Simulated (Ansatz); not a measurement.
Here is the system:

Pt3W:
```xyz
4
Lattice="-1.9375 1.9375 3.9930 1.9375 -1.9375 3.9930 1.9375 1.9375 -3.9930" Properties=species:S:1:pos:R:3 pbc="T T T"
Pt     0.0000     1.9375     1.9965
Pt     1.9375     0.0000     1.9965
Pt     0.0000     0.0000     3.9930
W      0.0000     0.0000     0.0000
```

This is the PBEsol-relaxed structure.

**Question.** All from DFT-PBEsol in the program Ansatz with PAW potentials, unless another level is named. Predict the density of states at the Fermi level.

**Answer.** 0.74 states/eV per atom (mean over ±0.08 eV).

**Question.** Predict the formation energy from the elements (no fitted shifts).

**Answer.** -0.28 eV/atom.

Space group I4/mmm. The first step of the workflow began from a Materials Project structure, measured or hypothetical; the Crystallography Open Database copy checked does not list it. Whether it is the stable phase at ambient conditions was not checked. Symmetry was held in the PBEsol relaxation; whether a distortion lowers the energy is not shown. No spin polarisation was allowed. The references are the lowest solids computed at this level, not always the standard phases. Spin–orbit coupling is left out wherever it is not named.

Potentials: the later of the program's two PAW sets.
